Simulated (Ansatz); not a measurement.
A geometry of Pd away from equilibrium: step 2 of the relaxation of a relaxed Pd cell, doubled along one cell vector, shaken by Gaussian noise of σ = 0.08 Å a coordinate. All values below come from PBEsol (plane waves to 420 eV, PAW, scalar-relativistic; Ansatz, an electronic-structure program). Γ-centred k-mesh 10×10×5 on the run's cell (coarser than for final values), Fermi–Dirac smearing 0.05 eV.

```
CELL_PARAMETERS angstrom
      0.03961     2.88801     2.88493
      2.83985     0.07632     2.84821
      5.71764     5.74052     0.11472
ATOMIC_POSITIONS crystal
  Pd 0.77293 0.73653 0.38309
  Pd 0.73182 0.75138 0.87848
  Pd 0.52806 0.50079 0.25561
  Pd 0.47473 0.51309 0.76100
```

Predict the force on each atom, in eV/Å.


```
atom     Fx     Fy     Fz
----  -----  -----  -----
Pd1   -0.15   0.13   0.04
Pd2    0.03  -0.09  -0.15
Pd3    0.10   0.02   0.07
Pd4    0.01  -0.05   0.04
```

What is the pressure?

+0.3 GPa, compression positive.

How much energy per atom can still be gained by relaxing?

1.34 eV/atom; the path ends in Fm-3m (No. 225) (fcc (Cu type)).

No spin polarisation in the result.

Of the parent cell (Fd-3m (No. 227)): it is a generated cell of Pd: the first start was made by placing the elements on the sites of a structure type, and the end was not matched to a known phase here, so it may be hypothetical. Known forms of Pd include space group No. 225.
